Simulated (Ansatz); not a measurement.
Relaxed Sn (beta-Sn type, space group I4_1/amd):

```yaml
crystal:
  lattice:
    - [-2.97355, 2.97355, 1.60610]
    - [2.97355, -2.97355, 1.60610]
    - [2.97355, 2.97355, -1.60610]
  atoms:
    - { symbol: Sn, position: [0.75000, 0.25000, 0.50000] }
    - { symbol: Sn, position: [0.00000, 0.00000, 0.00000] }
```

Computed with PBE (plane waves to 420 eV, PAW, scalar-relativistic; Ansatz, an electronic-structure program). k mesh 13×13×13 (Γ-centred), Fermi-Dirac smearing 0.05 eV. With partly filled bands, energies and forces of such displacements shift with the k mesh and the smearing. Sn was relaxed with its symmetry unable to fall. The PAW data are Ansatz's earlier set.

One atom of the cell was then moved (with its periodic images), all else fixed, and the forces (eV/Å) came out as:

```
atom      Fx     Fy      Fz
----  ------  -----  ------
Sn1    0.411  0.000  -0.040
Sn2   -0.411  0.000   0.040
```

With two atoms only their relative shift counts; take Sn2 as fixed.

### Question
Which atom was moved, and by which vector (Å)?

### Answer
Sn1, by (-0.12, 0.00, 0.00), 0.12 Å in all.

(A displaced cell: forces are minus the slopes of the energy, force constants its curvatures, and phonons follow from these.)
